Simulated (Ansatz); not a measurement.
One crystal and one scan (scan of one atom of the cell) at two levels, PBE (plane waves to 420 eV, PAW, scalar-relativistic; Ansatz, a first-principles code) and r2SCAN (plane waves to 500 eV, PAW, scalar-relativistic; Ansatz), each from its own relaxed cell and on its own mesh. The cell shown is that of PBE.

Relaxed BaTiO3 (cubic perovskite):

```
BaTiO3
1.0
    4.01946     0.00000     0.00000
    0.00000     4.01946     0.00000
    0.00000     0.00000     4.01946
Ba Ti O
1 1 3
Direct
  0.00000   0.00000   0.00000
  0.50000   0.50000   0.50000
  0.00000   0.50000   0.50000
  0.50000   0.50000   0.00000
  0.50000   0.00000   0.50000
```

Scan: atom 4 (O, nearest neighbour Ti at 2.010 Å; its periodic images, 4.0 Å or more away, move with it) is displaced along Cartesian z, direction (0.000, 0.000, 1.000) in Cartesian axes, by s. The other atoms stay.

E stands for the smeared free energy. BaTiO3 is run without spin polarisation. BaTiO3 was relaxed with its symmetry unable to fall. The PAW data are Ansatz's earlier set. This is a high-temperature form of BaTiO3. Both scans cover s from -0.200 to 0.200 Å.

ΔE (meV/cell), each from the undisplaced structure of its own level:

```csv
s (Å),PBE,r2SCAN
-0.200,116.6,134.8
-0.160,67.1,withheld
-0.120,34.5,40.5
-0.080,14.2,16.9
-0.040,3.4,4.0
0.000,0.0,0.0
0.040,3.4,4.0
0.080,14.2,16.9
0.120,34.5,40.5
0.160,67.1,withheld
0.200,116.6,134.8
```

**Question.** Estimate the r2SCAN value at 0.160 from the PBE value there and the ratio of the two levels in the two nearest given rows on that side of the minimum.

**Answer.** At 0.120 and 0.200 the ratio r2SCAN/PBE averages 1.165, which gives 1.165 × 67.1 = 78.2 meV/cell. The calculation gives 78.3 meV/cell, +16.7 % against PBE.

(A displaced cell: forces are minus the slopes of the energy, force constants its curvatures, and phonons follow from these.)
